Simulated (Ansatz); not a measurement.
MgO (rock salt, space group No. 225), PBE (plane waves, PAW; program Ansatz), all energies at zero smearing, with the estimated change up to a 700 eV cutoff added, with one set of potentials and settings (totals compare only within such a set). Cell of 2 atoms (1 Mg, 1 O): -2494.145 eV.

```json
[
 {"element": "Mg", "reference phase": "P6_3/mmc, 2 atoms in the cell", "E (eV/atom)": "-1923.8026"},
 {"element": "O", "reference phase": "C2/m, 4 atoms in the cell, spin-polarised", "E (eV/atom)": "-565.0000"}
]
```

Formation energy per atom, worked out: (-2494.145 − 1×(-1923.8026) − 1×(-565.0000))/2 = -2.671 eV/atom (-258 kJ per mol of atoms), at 0 K, without zero-point energy or fitted corrections.

Space group Fm-3m (rock salt). Symmetry was held in the PBE relaxation; phonons on a q-mesh show no instability. The references are the lowest solids computed at this level, not always the standard phases (solids in place of the gases).

Potentials: the later of the program's two PAW sets.
